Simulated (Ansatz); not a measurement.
TiB$_{2}$, DFT, PBEsol, all-electron LAPW, scalar-relativistic (Ansatz 0.2.0), run on 1 thread of Arm Neoverse V1 on a shared host.

The cell is the one relaxed in the Materials Project (mp-1145), not relaxed further here; entries there can be hypothetical.

Command: `ansatz run input.yaml --threads 1 --pin off --max-ram 4096MiB --backend cpu --events-out ev --progress --plain --runs-dir out`

```yaml
crystal:
  lattice:
    - [3.0259273119, 0.0, 0.0]
    - [-1.5129636559, 2.6205299221, 0.0]
    - [0.0, 0.0, 3.22876771]
  atoms:
    - { symbol: Ti, position: [0.0, 0.0, 0.0] }
    - { symbol: B, position: [0.3333333333, 0.6666666667, 0.5] }
    - { symbol: B, position: [0.6666666667, 0.3333333333, 0.5] }
kpoints:
  mp_grid: { grid: [12, 12, 10] }
  band_path:
    path:
      - [0.0, 0.0, 0.0]
      - [0.5, 0.0, 0.0]
      - [0.3333333333, 0.3333333333, 0.0]
      - [0.0, 0.0, 0.0]
      - [0.0, 0.0, 0.5]
      - [0.5, 0.0, 0.5]
      - [0.3333333333, 0.3333333333, 0.5]
      - [0.0, 0.0, 0.5]
      - [0.5, 0.0, 0.5]
    npoints: 14
scf:
  occupations: { method: fermi_dirac, width: 0.03 }
hamiltonian:
  xc: pbesol
  pseudopotentials: { kind: all_electron, lapw: { basis_error: 0.001 } }
output:
  forces: true
  stress: true
  eigenvalues: true
  fatbands: true
  populations: true
  dos: { projected: true, de: 0.2, e_range: [-14, 8] }
```

Problem. How large is the problem that the program sets up?

Solution. 114 irreducible k-points, 327 plane waves at Γ, 18 bands.

Problem. About how long does it take?

Solution. 25 s of wall time for 7 SCF iterations. Times on shared machines scatter by tens of per cent.

Problem. And the same cell and mesh by PAW (frozen-core files), asked for forces, stress, eigenvalues, efg, populations, bader, dos, write_density, write_potential, elf and the same band path, on the same hardware?

Solution. 23 s.

Problem. And the same cell and mesh by all-electron PAW (datasets made for this crystal), asked for forces, stress, eigenvalues, efg and the same band path, on the same hardware?

Solution. 18 s.
